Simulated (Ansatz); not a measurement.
CoO:
```
CoO
1.0
    2.92239     0.00000     0.00000
   -1.46120     2.53086     0.00000
    0.00000     0.00000     5.10780
Co O
2 2
Direct
  0.00000   0.00000   0.00000
  0.00000   0.00000   0.50000
  0.33333   0.66667   0.25000
  0.66667   0.33333   0.75000
```
The run is spin-polarised; directions of the spins, atom by atom: ↑ ↓ 0 0.

Relaxed with r²SCAN. Special points in fractions of this cell's reciprocal vectors: Γ (0.000, 0.000, 0.000); M (0.500, 0.000, 0.000); K (0.333, 0.333, 0.000); A (0.000, 0.000, 0.500); L (0.500, 0.000, 0.500); H (0.333, 0.333, 0.500).

Q: List the band energies nearest the valence-band maximum at these points for r²SCAN in the plane-wave PAW code Ansatz.

A: In eV from the valence-band maximum; about four levels below and three above (degenerate sets whole), none deeper than 8.9 eV; … stands for higher levels left out; points with the same levels are listed once.

| k | below | above |
|---|---|---|
| Γ ↑ | -1.98 -1.98 -0.95 -0.95 | 0.84 1.90 … |
| M ↑ | -1.99 -1.62 -1.01 0.00 | 1.26 2.79 2.96 |
| K ↑ | -2.02 -2.02 -0.21 -0.21 | 1.11 2.53 2.53 |
| A ↑ | -1.11 -1.11 -0.99 -0.99 | 0.31 2.48 2.48 |
| L ↑ | -1.42 -1.20 -1.12 -0.16 | 1.11 2.54 2.70 |
| H ↑ | -1.85 -1.85 -0.24 -0.24 | 0.97 2.92 2.92 |

Space group P6_3/mmc (NiAs type). The start of the workflow was typed in or built on a structure type; neither database checked (COD, Materials Project) lists it. It is not the phase usual at ambient conditions (space group No. 225). Symmetry was held in the r²SCAN relaxation, as lowered by the spin order; whether a distortion lowers the energy is not shown. Magnetic state: antiferromagnetic, chosen from 3 collinear starts compared on coarse meshes (ties went to the first, and starts can fall back to one state), not a proven ground state. Other orbital occupations within this spin state were not tried. No Hubbard U is applied. Point labels and valley counts follow the cell and symmetry of the run, lower than the named group.

Potentials: the later of the program's two PAW sets.
